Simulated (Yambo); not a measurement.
G0W0@PBEsol for PdCl2 (space group P2_1/c, No. 14) in Yambo (2×4×2 mesh, 8 Ry block, plasmon pole, screening fixed), without a terminator:

```tsv
bands N in G	gap (-0.5, 0, 0) → (-0.5, 0, -0.5) (eV)	shift of the valence edge (eV)
100	1.905	-0.059
169	1.870	-0.331
261	1.883	-0.480
```

Problem. Extrapolate both columns to infinite N with E(N) = E∞ + A/N, test the form, and compare with the terminator.

Solution. From two points, E∞ = (N2 E2 − N1 E1)/(N2 − N1). The two largest N give 1.91 eV for the gap and -0.75 eV for the shift; the two smallest give 1.82 eV and -0.73 eV. For the gap the slopes A are 8.6 and -6.2 eV: the form isn't reached, and its limit is uncertain. For the shift the slopes A are 67 and 71 eV: the 1/N form holds. With the Bruneval-Gonze terminator and 261 bands the run gives 1.86 eV and -0.63 eV, 0.04 eV and 0.12 eV from the extrapolated values: the terminator too is an estimate of the remainder. Block, mesh and the bands in W are held fixed.

Spin-orbit coupling is not included.

Geometry relaxed with PBE+D3(BJ); primitive cell a = 5.4608 Å, b = 3.9442 Å, c = 6.4597 Å, α = 90.00°, β = 107.08°, γ = 90.00°.

The structure is a Materials Project entry; no match was found in the copy of COD used, and its stability was not checked.

A shift is the quasiparticle energy of the state minus its PBEsol energy.
